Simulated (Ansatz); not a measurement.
Bi (hcp (Mg type), P6_3/mmc) under volume change, PBEsol (plane waves, PAW; program Ansatz), shape and atoms relaxed at each volume.

| V (Å³/atom) | E − E(relaxed) (meV/atom) | P (GPa) |
|---|---|---|
| 27.460 | ? | ? |
| 28.365 | 22.8 | 4.28 |
| 29.270 | 5.4 | 1.95 |
| 30.176 | 0.0 | 0.00 |
| 31.081 | 4.8 | -1.64 |
| 31.986 | ? | ? |
| 32.891 | 38.6 | -4.21 |

### Question
What belongs in the gaps?

### Answer

- 31.986, E − E(relaxed) (meV/atom): 18.1
- 31.986, P (GPa): -3.04
- 27.460, E − E(relaxed) (meV/atom): 54.6
- 27.460, P (GPa): 7.06

### Question
What does a third-order Birch–Murnaghan fit give for V₀, B₀ and B′?

### Answer
V₀ = 30.17 Å³/atom, B₀ = 59.8 GPa, B′ = 4.7.

The workflow started from an entry of the Crystallography Open Database (COD, 298 K), which files this formula under 2 space groups. It is not the phase usual at ambient conditions (space group No. 166). Symmetry was held in the PBEsol relaxation; its stability against distortions is not shown here. The volume moved by -72 % from the start of the relaxation. The volume fell by over 15 % from the filed cell, which may lack light atoms or belong to other conditions. Scalar-relativistic: spin–orbit coupling is off unless named, which matters more the heavier the elements.

Potentials: the later of the program's two PAW sets.
